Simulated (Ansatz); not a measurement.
## What settings do to one calculation: I started on an O site next to a Sn vacancy in rutile SnO2, 11 atoms, charge −2

Ansatz (PAW, plane waves), atoms fixed. The base input:

```yaml
crystal:
  lattice:
    - [4.769046, 0.000000, 0.000000]
    - [0.000000, 4.769046, 0.000000]
    - [0.000000, 0.000000, 6.424202]
  atoms:
    - { symbol: Sn, position: [0.000940, 0.996595, 0.997139] }
    - { symbol: Sn, position: [0.496419, 0.502567, 0.252414], spin: 0.375 }
    - { symbol: Sn, position: [0.499239, 0.501870, 0.755401], spin: 0.375 }
    - { symbol: O, position: [0.303750, 0.308321, 0.998808] }
    - { symbol: O, position: [0.695484, 0.695287, 0.999402] }
    - { symbol: O, position: [0.702080, 0.697074, 0.497869], spin: 0.375 }
    - { symbol: O, position: [0.190665, 0.805828, 0.247124], spin: 0.375 }
    - { symbol: O, position: [0.195392, 0.809767, 0.754424], spin: 0.375 }
    - { symbol: O, position: [0.807451, 0.191272, 0.252950], spin: 0.375 }
    - { symbol: O, position: [0.809586, 0.196927, 0.753001], spin: 0.375 }
    - { symbol: I, position: [0.307717, 0.307230, 0.499073], spin: 0.375 }
kpoints:
  mp_grid: { grid: [2, 2, 2], shift: [0.5, 0.5, 0.5] }
hamiltonian:
  xc: pbesol
total_charge: -2
magnetization:
  spin_polarized: true
scf:
  occupations: { method: fermi_dirac, width: 0.01 }
output:
  forces: true
  eigenvalues: true
  populations: true
  charged_corrections: { epsilon: 12 }
```

Command:

```sh
ansatz run in.yaml --threads 8 --pin off --max-ram 13300MiB --runs-dir r --events-out ev --progress --plain
```

It converged in 16 iterations and 2.6 s of wall time on a shared host; largest force component 19.40 eV/Å. The cutoff was the default, 420 eV. The base isn't a converged reference: it has few k points, and its atoms are unrelaxed, some of them close together. Each run below changes the keys shown and caps the iterations.

```csv
run,changed,ending,iterations,free energy less the base (meV per atom),rms change of forces (eV/Å),change of pressure (GPa),"wall time (s, shared host)"
1,"mixing algorithm anderson, max_iter 4",not converged,–,–,–,–,–
2,"accuracy high, max_iter 60",converged,16,0.0,0.000,–,2.4 CPU
3,"dr2_threshold 0.01, max_iter 90",converged,11,0.0,0.004,–,5.6 CPU
4,"dispersion rvv10, max_iter 80, total_charge -4",refused,–,–,–,–,–
5,"max_iter 4, initial_magnetization 2",not converged,–,–,–,–,–
6,"occupations cold, ecutwfc 180 eV, mixing beta 0.01, max_iter 60",converged,39,12246.9,3.124,–,2.4 CPU
7,"xc_grid 3 (2 is the default), max_iter 100, total_charge 0",converged,38,other zero,0.693,–,6.6 CPU
8,"accuracy high, max_iter 50",converged,16,0.0,0.000,–,2.6 CPU
9,"mixing beta 0.2, n_extra_bands 4, max_iter 90, k points a 3×3×3 mesh centred on Γ",converged,22,3.9,0.060,–,6.7 CPU
10,"occupations gaussian, max_iter 100",converged,16,0.0,0.000,–,2.5 CPU
```

«Other zero»: another functional, charge or dispersion term moves the zero of energy, so the difference says nothing of accuracy.

**Question.** Which changes leave the result alone, and which of the same physical model moves the forces most?

**Answer.** The forces move by under 0.002 eV/Å in runs 2, 8, 10. Run 6 (occupations cold, ecutwfc 180 eV, mixing beta 0.01, max_iter 60) moves them most among the runs with the same functional, charge and dispersion term, by 3.124 eV/Å.

**Question.** Why did some runs give no result?

**Answer.** - run 1: did not converge after 4 iterations: dr2 = 1.80e-1 (threshold 1.00e-7), under the density mixer `anderson`;
- run 4: inconsistent input (hamiltonian.dispersion, hamiltonian.xc): `dispersion: rvv10` has no transferable b for PBE exchange — Sabatini et al. (2013) fitted b=6.3 to rPW86, and the PBE refits of Peng & Perdew (2017) are task-dependent (b=6.6 S22 / b=10.0 layered). …
- run 5: did not converge after 4 iterations: dr2 = 8.56e-2 (threshold 1.00e-7), under the density mixer `msr1`, which `scf.mixing.algorithm: auto` chose by the deck's other keys (type `scf.mixing.algorithm: msr1` to keep it);
